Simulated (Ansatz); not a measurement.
TiCd:
```
TiCd
1.0
    2.88474     0.00000     0.00000
    0.00000     2.88474     0.00000
    0.00000     0.00000     9.00322
Ti Cd
2 2
Direct
  0.00000   0.50000   0.60925
  0.50000   0.00000   0.39075
  0.00000   0.50000   0.13319
  0.50000   0.00000   0.86681
```

Relaxed with r²SCAN.

**Question.** Map the electron localisation function on the plane through (0.000, 0.500, 0.609) spanned by u = [0, 0, 1] and v = [1, 1, 0] in lattice vectors, from plane-wave PAW r²SCAN (Ansatz code).

**Answer.** x is the fraction of u, y of v (the angle between them is 90°; rows are the nearest grid lines); atoms in the plane: Ti at (0.00, 0.00), Ti at (0.78, 0.50), Cd at (0.52, 0.00), Cd at (0.26, 0.50).
```
|0166200122222221135699642235667763126610|
|0366201122222221134698642235566763115630|
|5675101222222222124576532234555664114665|
|6652012322222222113455432244333444212466|
|3320123322111222212233222332111123211123|
|1001233222221112211122223321000111221111|
|1112332223333211222112223210133321123211|
|3334432234554321222222232101466652113443|
|6555422346765421122222221014665565113566|
|6665322457986532122222221015741266213566|
|7665322468997532122222211015620056312577|
|6665322457986532122222221015741266213566|
|6555422346765421122222221014665565113566|
|3334432234554321222222232101466652113443|
|1112332223333211222112223210133321123211|
|1001233222221112211122223321000111221111|
|3320123322111222212233222332111123211123|
|6652012322222222113455432244333444212466|
|5675101222222222124576532234555664114665|
|0366201122222221134698642235566763115630|
|0166200122222221135699642235667763126610|
```
Scale: ten equal steps from 0.007 (start of '0') to 0.921 (end of '9'), in the order '0123456789'; x runs from 0.000 to 1.00, y from 0.000 (bottom) to 1.00 (top).

The density is the valence pseudo-density with augmentation charge, so density and ELF within about 1 Å of a nucleus are not all-electron values.

Space group P4/nmm. The workflow started from an entry of the Crystallography Open Database (COD). Its standing as an ambient phase is unchecked. The r²SCAN relaxation kept the symmetry of its start; its stability against distortions is not shown here. No spin polarisation was allowed.

Potentials: the later of the program's two PAW sets.
